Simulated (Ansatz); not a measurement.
Lattice vibrations of Al3Cu2 at Γ at 6 GPa

The calculation used DFT LDA, scalar-relativistic, plane waves, PAW in Ansatz 0.2.0. Settings: 420 eV plane-wave cutoff, Γ-centred 12×12×8 mesh, Fermi-Dirac smearing of 0.15 eV. No spin polarisation. Phonons by linear response, acoustic sum rule imposed.

The cell, relaxed at 6 GPa:
```xyz
5
Lattice="3.9970 0.0000 0.0000 -1.9985 3.4615 0.0000 0.0000 0.0000 4.8625" Properties=species:S:1:pos:R:3 pbc="T T T"
Al    0.0000    0.0000    0.0000
Al    0.0000    2.3077    1.7110
Al    1.9985    1.1538    3.1515
Cu    0.0000    2.3077    4.0977
Cu    1.9985    1.1538    0.7648
```

In a metal, frequencies and elastic constants depend on the k mesh and the smearing, soft modes and shear constants most. Other phases may be more stable at this pressure.

Task: Is this structure stable against zone-centre distortions?

Result: Yes, at Γ: no optical mode is imaginary. Strains and other wave vectors aren't tested by this run.

Task: List the optical modes at Γ (i marks imaginary ones).

Result:
| frequency (THz) | degeneracy |
| --- | --- |
| 4.27 | 2 |
| 5.16 | 1 |
| 6.04 | 1 |
| 6.69 | 2 |
| 9.05 | 2 |
| 10.69 | 2 |
| 10.70 | 1 |
| 11.73 | 1 |

Cost: 1 run of about 2.3 core-minutes, on AMD EPYC 9R45 (Zen 5) (shared hosts).